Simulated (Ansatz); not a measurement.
Zr$_{3}$Si$_{2}$:
```
Zr3Si2
1.0
    7.10569     0.00000     0.00000
    0.00000     7.10569     0.00000
    0.00000     0.00000     3.70832
Zr Si
6 4
Direct
  0.17387   0.67387   0.50000
  0.82613   0.32613   0.50000
  0.32613   0.17387   0.50000
  0.67387   0.82613   0.50000
  0.00000   0.00000   0.00000
  0.50000   0.50000   0.00000
  0.62189   0.12189   0.00000
  0.37811   0.87811   0.00000
  0.87811   0.62189   0.00000
  0.12189   0.37811   0.00000
```

Relaxed with r²SCAN. Special points in fractions of this cell's reciprocal vectors: Γ (0.000, 0.000, 0.000); X (0.000, 0.500, 0.000); M (0.500, 0.500, 0.000); Z (0.000, 0.000, 0.500); R (0.000, 0.500, 0.500); A (0.500, 0.500, 0.500).

Question: List the band energies nearest the Fermi level at these points for DFT-r²SCAN in the program Ansatz with PAW potentials.

Answer: In eV from the Fermi level; about four levels below and three above (degenerate sets whole), none deeper than 8.9 eV; points with the same levels are listed once.

| k | below | above |
|---|---|---|
| Γ | -0.52 -0.52 -0.50 -0.23 -0.20 | 0.98 1.11 1.39 1.39 |
| X | -1.19 -1.19 -0.34 -0.34 | 0.43 0.43 0.90 0.90 |
| M | -0.32 -0.32 -0.05 -0.05 | 0.09 0.09 1.41 1.41 |
| Z | -1.19 -1.19 -0.58 -0.10 | 0.16 0.16 0.39 |
| R | -0.91 -0.91 -0.48 -0.48 | 0.09 0.09 1.93 1.93 |
| A | -0.65 -0.65 -0.61 -0.61 | 2.09 2.09 3.63 3.63 |

Space group P4/mbm. The first step of the workflow began from a Materials Project structure, measured or hypothetical; the Crystallography Open Database copy checked does not list it. Its standing as an ambient phase is unchecked. The cell was relaxed with r²SCAN under the symmetry of its start; whether a distortion lowers the energy is not shown. The run is not spin-polarised. Spin–orbit coupling is left out wherever it is not named.

Potentials: the later of the program's two PAW sets.
